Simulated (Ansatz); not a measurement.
## Mo (Im-3m): elastic constants by finite strains

Computed with LDA, all-electron LAPW in Ansatz 0.2.0, scalar-relativistic; not a measurement.

Cell and atoms were relaxed beforehand by PAW with this functional.

Launched as:

```sh
ansatz run input.yaml --threads 1 --pin off --max-ram 2560MiB --backend cpu --events-out ev --progress --plain --runs-dir out
```

Input file:

```yaml
crystal:
  lattice:
    - [-1.55582853567, 1.55582853567, 1.55582853567]
    - [1.55582853567, -1.55582853567, 1.55582853567]
    - [1.55582853567, 1.55582853567, -1.55582853567]
  atoms:
    - { symbol: Mo, position: [0.0, 0.0, 0.0] }
kpoints:
  mp_grid: { grid: [24, 24, 24] }
scf:
  occupations: { method: fermi_dirac, width: 0.08 }
hamiltonian:
  xc: lda
  pseudopotentials: { kind: all_electron, lapw: { basis_error: 0.001 } }
elastic:
  mode: relaxed_ion
  stencil: four_point
  amplitude: 0.003
```

Output:

```
Warning: RAYON_NUM_THREADS=1 ignored (pool sized by the plan → 1); use --threads N
LAPW: plane waves up to 8.483 Å⁻¹, error target 1.0e-3 eV per atom; small_component_spin mean_spin; Mo in spheres of 1.307 Å, 30 of its electrons in bands, Dirac shells [] (how accurate: ...
Engine: ansatz 0.2.0, aarch64-unknown-linux-gnu
Pseudopotentials: kind: all_electron
Pseudopotential: Mo, LAPW, valence charge 30, lapw/all_electron/scalar/gaussian/Mo, Koelling and Harmon's equation, gaussian nucleus
Functional definition: SPW92
  exchange = slater_x
  correlation = pw_c
Crystal: 1 atoms, lattice volume = 15.064 Å³
Basis set: ecut = 274.16862662509106 eV, 141 PW (Γ), exchange–correlation at level 2
Bands: 19, of which v1, the nominal top of the filled ones, is band 15 counted from 1 (14 counted from 0)
Symmetry: 48 space group operations
Space group: Im-3m (ITA 229), of the structure as read, at distance tolerance 2.5e-5 Å
k-points: 413 of 13824
Non-local potential: Mo, projectors of the file, none
Initial density: superposition of atomic densities (chi_scale 0.1, normalization cell)
Initial wavefunctions: plane waves of lowest kinetic energy (no species holds an atomic orbital)
[... 174 lines left out ...]
  where every solve meets its electron count the energy-path curvature estimates C_jj along a normal strain and C_jj − ¼(σ⁰_aa + σ⁰_bb) along a shear (ab), closely only under elastic.basis: deformed
  strain η (Voigt 11):  stress-route row diagonal C_11 = 512.91 GPa, energy-path curvature d²(F+E_count)/dδ²/Ω₀ = 512.91 GPa
    cells at ±δ against ±2δ: C31 182.68 and 182.74 GPa, apart by 0.01 % of the column's largest entry
         δ    σ_11 (GPa)             F (eV)   n_scf  n_hpsi   n_pw
    -6.000e-3      -3.2086     -110064.8275267      10  747843    164   relax 0 steps, max|allowed force component| 0.00e0 eV/Å
    -3.000e-3      -1.6249     -110064.8282077       9  697151    164   relax 0 steps, max|allowed force component| 0.00e0 eV/Å
     3.000e-3       1.4526     -110064.8282508       9  702971    164   relax 0 steps, max|allowed force component| 0.00e0 eV/Å
     6.000e-3       2.9469     -110064.8276296      10  752164    164   relax 0 steps, max|allowed force component| 0.00e0 eV/Å
  strain η (Voigt 23):  stress-route row diagonal C_44 = 107.20 GPa, energy-path curvature d²(F+E_count)/dδ²/Ω₀ = 107.23 GPa
    cells at ±δ against ±2δ: C44 107.19 and 107.18 GPa, apart by 0.01 % of the column's largest entry
         δ    σ_23 (GPa)             F (eV)   n_scf  n_hpsi   n_pw
    -6.000e-3      -0.6431     -110064.8282648       9  1263622    164   relax 0 steps, max|allowed force component| 0.00e0 eV/Å
    -3.000e-3      -0.3216     -110064.8284009       8  1170817    164   relax 0 steps, max|allowed force component| 0.00e0 eV/Å
     3.000e-3       0.3216     -110064.8284009       8  1168604    164   relax 0 steps, max|allowed force component| 0.00e0 eV/Å
     6.000e-3       0.6431     -110064.8282648       9  1261435    164   relax 0 steps, max|allowed force component| 0.00e0 eV/Å
```

The run converged.

### Elastic moduli

Elastic constants of a crystal by Kohn-Sham DFT: slopes of the stress over finite engineering strains of the given cell, Voigt indices, Cartesian axes as in the input; Hill averages of a grain aggregate, Debye temperature from the mean sound speed over directions.

* Bulk modulus: 292.7 GPa
* Shear modulus: 127.5 GPa
* Young modulus: 334.1 GPa
* Poisson ratio: 0.3098
* Bulk over shear modulus: 2.296
* Elastic anisotropy index: 0.2275
* Least young modulus: 286.6 GPa
* Largest young modulus: 417 GPa
* Longitudinal sound speed: 6615 m/s
* Transverse sound speed: 3472 m/s
* Elastic debye temperature: 466.4 K
* Linear compressibility (x, y, z): 1.139, 1.139, 1.139 1/TPa
* Zener ratio: 0.6492
* Cauchy pressure: 75.47 GPa

Elastic constants:

- Pressure at rest: 0.071 GPa
- Least elastic eigenvalue: 107.2 GPa
- Elastically stable: yes

```
index  elastic (GPa)
   11          512.9
   12          182.7
   44          107.2
```

**Strained cells**

Stress of each strained cell less that at rest, tension positive.

| strain component | strain | stress xx (GPa) | stress yy (GPa) | stress zz (GPa) | stress yz (GPa) | stress xz (GPa) | stress xy (GPa) | relaxation steps |
| --- | --- | --- | --- | --- | --- | --- | --- | --- |
| xx | -0.006 | -3.137 | -1.115 | -1.115 | 0 | 0 | 0 | 0 |
| xx | -0.003 | -1.554 | -0.5529 | -0.5529 | 0 | 0 | 0 | 0 |
| xx | 0.003 | 1.524 | 0.5432 | 0.5432 | 0 | 0 | 0 | 0 |
| xx | 0.006 | 3.018 | 1.077 | 1.077 | 0 | 0 | 0 | 0 |
| yz | -0.006 | -0.0103 | -0.0072 | -0.0072 | -0.6431 | 0 | 0 | 0 |
| yz | -0.003 | -0.0026 | -0.0018 | -0.0018 | -0.3216 | 0 | 0 | 0 |
| yz | 0.003 | -0.0026 | -0.0018 | -0.0018 | 0.3216 | 0 | 0 | 0 |
| yz | 0.006 | -0.0103 | -0.0072 | -0.0072 | 0.6431 | 0 | 0 | 0 |

Keep in mind: responses of metals move with mesh and smearing.

It took 15 min on 1 thread of Arm Neoverse V2, on a shared host, peak memory 1.8 GiB.
